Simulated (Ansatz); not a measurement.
A geometry of MoS2 away from equilibrium: the start of the relaxation of a relaxed MoS2 cell stretched uniformly to 115 % of its volume. Level of theory: PBE (plane waves to 420 eV, PAW, scalar-relativistic; Ansatz, a first-principles code). Γ-centred k-mesh 8×8×2 on the run's cell (coarser than for final values), Fermi–Dirac smearing 0.05 eV.

```xyz
6
Lattice="3.3371 0.0000 0.0000 -1.6686 2.8900 0.0000 0.0000 0.0000 15.4527" Properties=species:S:1:pos:R:3 pbc="T T T"
Mo     0.0000     1.9267     3.8632
Mo     1.6686     0.9633    11.5895
S      0.0000     1.9267     9.9524
S      1.6686     0.9633     2.2261
S      1.6686     0.9633     5.5002
S      0.0000     1.9267    13.2266
```

Give the Cartesian forces on all atoms (eV/Å).


```tsv
atom	Fx	Fy	Fz
Mo1	0.00	0.00	0.00
Mo2	0.00	0.00	0.00
S3	0.00	0.00	1.83
S4	0.00	0.00	1.83
S5	0.00	0.00	-1.83
S6	0.00	0.00	-1.83
```

What is the pressure?

-12.2 GPa, compression positive.

No spin polarisation in the result. No dispersion correction is included, so spacings between layers, chains or molecules are soft and tend to come out too large.

The run could not lose the symmetry of its start.

Without dispersion the volume is uncertain too.
